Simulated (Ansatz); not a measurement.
**A plane-wave run on FeNi2GeS4**

Input file of Ansatz 0.2.0:

```yaml
crystal:
  lattice:
    - [0.0, 5.300922, 0.0]
    - [5.300922, 0.0, 0.0]
    - [2.650461, 2.650461, -5.231239]
  atoms:
    - { symbol: Ni, position: [0.75, 0.25, 0.5] }
    - { symbol: Ni, position: [0.25, 0.75, 0.5] }
    - { symbol: Fe, position: [0.0, 0.0, 0.0] }
    - { symbol: Ge, position: [0.5, 0.5, 0.0] }
    - { symbol: S, position: [0.1345, 0.1345, 0.249] }
    - { symbol: S, position: [0.8655, 0.3835, 0.751] }
    - { symbol: S, position: [0.6165, 0.6165, 0.249] }
    - { symbol: S, position: [0.3835, 0.8655, 0.751] }
kpoints:
  mp_grid: { grid: [2, 2, 2], shift: [0, 0, 0] }
magnetization:
  spin_polarized: false
scf:
  occupations: { method: fermi_dirac }
hamiltonian:
  pseudopotentials: { kind: paw }
  xc: pbe0
basis:
  ecutwfc: 420
  fft_grid_basis: typed
output:
  forces: true
  stress: true
  eigenvalues: true
  bader: true
  populations: true
  elf: true
  write_potential: true
  volumetric_format: npy
  dos:
    e_range: [-12, 8]
    de: 0.05
    projected: { site_lists: { Fe: [Fe], Ge: [Ge], Ni: [Ni], S: [S] } }
    method: { smearing: { sigma: 0.1, scheme: gaussian } }
```

Excerpt of what it printed:

```
Warning: output.stress: scf.convergence.dr2_threshold = 1e-7 eV (the SCF's general default) is looser than the 8e-10 eV advised for a printed stress (1e-10 eV for each atom of the cell: 8).
Warning: output.stress: scf.exx.energy_threshold = 1e-6 eV is looser than the 8e-8 eV advised for a stress under a hybrid functional (1e-8 eV for each atom of the cell: 8). Every SCF of the exchange loop can meet its threshold on dr2 while the loop round them stops early: no threshold on dr2 bounds what that leaves in the stress. Set scf.exx.energy_threshold to 8e-8 eV or tighter.
Pseudopotentials: kind: paw
Pseudopotential: Ni, paw, valence charge 18, recommended cutoff 420 eV (normal), Ni.paw.azcp
Pseudopotential: Fe, paw, valence charge 16, recommended cutoff 420 eV (normal), Fe.paw.azcp
Pseudopotential: Ge, paw, valence charge 14, recommended cutoff 420 eV (normal), Ge.paw.azcp
Pseudopotential: S, paw, valence charge 6, recommended cutoff 420 eV (normal), S.paw.azcp
Functional definition: PBE0
  exchange = (1 - a)*pbe_x(kappa = kappa, mu = beta*pi^2/3) + a*exact_x
  correlation = pbe_c(beta = beta)
Crystal: 8 atoms, lattice volume = 146.997 Å³
Basis set: ecut = 420 eV, 2897 PW (Γ), exchange–correlation on 72×72×90 points (8 copies of the dense FFT grid, shifted against one another)
Bands: 54, of which v1, the nominal top of the filled ones, is band 45 counted from 1 (44 counted from 0)
Symmetry: 8 space group operations
Space group: I-42m (ITA 121), of the structure as read, at distance tolerance 5.3e-5 Å
k-points: 4 of 8
Initial density: superposition of atomic densities (neutral atoms: chi_scale 0, normalization atom), corrected by the library's trained network
Functional: x = pbe(κ = 0.804, μ = 0.2195), c = pbe(β = 0.0667), warm-up for x = 0.75 pbe(κ = 0.804, μ = 0.2195) + 0.25 exact, c = pbe(β = 0.0667)
Free energy (F): -24060.9449 eV
Frozen-core exchange: fock
Harris-Foulkes:  -24060.9449 eV  (|F-HF|=6.55e-11)
Internal energy: -24060.9197 eV  (E = F + TS)
E sigma→0 (E₀):  -24060.9323 eV
Entropy (-TS):   -0.0252 eV (-3.154 meV/atom)
Fermi energy:    8.4471 eV
--- Per-component energies (eV) ---
  E_band       = -1624.3310
  E_kinetic    = 1453.9923
  E_local      = -15924.8542  (includes V_loc(G=0)·N_el)
  E_nonlocal   = 2060.2839
  E_hartree    = 6788.3093
  E_xc         = -573.6841
  E_vxc        = -599.2531  (∫ρ·V_xc dr)
  E_exx        = -400.6180  (= α·E_x^exact, valence–valence)
  E_paw        = -8845.7640  (= ΣΔE_a)
  E_vpaw       = -1389.8839  (= ΣTr[D̂ρ^β])
  E_aug_tail   = 0.0021  (compensation charges beyond the density's cutoff)
  E_ewald      = -8617.1777
  E_core_change = -1.4094  (= ΣΔE_core)
  E_smearing   = -0.0252  (= −TS)
--- Forces (eV/Å), atoms counted from 1 ---
  atom   1  Ni     0.0000     0.0000     0.0000
  atom   2  Ni     0.0000     0.0000     0.0000
  atom   3  Fe     0.0000     0.0000     0.0000
  atom   4  Ge     0.0000     0.0000     0.0000
  atom   5  S     -0.9253    -0.9253    -0.5934
  atom   6  S     -0.9253     0.9253     0.5934
  atom   7  S      0.9253     0.9253    -0.5934
  atom   8  S      0.9253    -0.9253     0.5934
--- Stress (GPa, compression-positive) ---
       -9.5641       0.0000       0.0000
        0.0000      -9.5641       0.0000
        0.0000       0.0000      -6.6158
  P = ⅓ Tr σ = -8.5813 GPa (-85.813 kbar)
--- Bader charges: 8 sites ---
  site symbol  charge [e]  shift [e]
     0     Ni      0.4103     0.0007
     1     Ni      0.4103     0.0007
     2     Fe      0.8781     0.0036
     3     Ge      1.3709     0.0061
     4      S     -0.7674     0.0003
     5      S     -0.7674     0.0003
     6      S     -0.7674     0.0003
     7      S     -0.7674     0.0003
```

Origin: a known structure type with other elements, at an estimated volume, so it need not be a known compound. Caveats: the exchange threshold is loose for a stress; the SCF threshold is loose for a stress; no spin polarisation, so a magnetic state may lie lower; hybrid functional on a coarse k mesh.
